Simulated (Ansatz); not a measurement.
Given:

Rb2TlInCl6:
```cif
data_Cl6InRb2Tl
_chemical_formula_sum 'Rb2 Tl1 In1 Cl6'
_space_group_name_H-M_alt 'P 1'
_space_group_IT_number 1
_cell_length_a 7.56669
_cell_length_b 7.56669
_cell_length_c 7.56669
_cell_angle_alpha 60.000
_cell_angle_beta 60.000
_cell_angle_gamma 60.000
loop_
_space_group_symop_operation_xyz
  'x, y, z'
loop_
_atom_site_label
_atom_site_type_symbol
_atom_site_fract_x
_atom_site_fract_y
_atom_site_fract_z
_atom_site_occupancy
Rb1 Rb 0.75000 0.75000 0.75000 1
Rb2 Rb 0.25000 0.25000 0.25000 1
Tl1 Tl 0.50000 0.50000 0.50000 1
In1 In 0.00000 0.00000 0.00000 1
Cl1 Cl 0.76797 0.23203 0.23203 1
Cl2 Cl 0.23203 0.76797 0.76797 1
Cl3 Cl 0.23203 0.76797 0.23203 1
Cl4 Cl 0.76797 0.23203 0.76797 1
Cl5 Cl 0.23203 0.23203 0.76797 1
Cl6 Cl 0.76797 0.76797 0.23203 1
```

This is the LDA-relaxed structure.

All from LDA (plane waves, PAW; program Ansatz), unless another level is named. Predict the conduction-band minimum.

at L (4 equivalent valleys).

Give the valence-band maximum.

at X.

And the weight of the valence-edge state by species (Voronoi cells)?

Cl 63 %, Tl 31 %, In 5 %.

Space group Fm-3m. The workflow started from a Materials Project entry (that database holds measured and hypothetical structures alike); the Crystallography Open Database copy checked does not list it. Its standing as an ambient phase is unchecked. Symmetry was held in the LDA relaxation. At this level the phase is dynamically unstable (imaginary phonons). Spin–orbit coupling is left out wherever it is not named.

Potentials: the later of the program's two PAW sets.
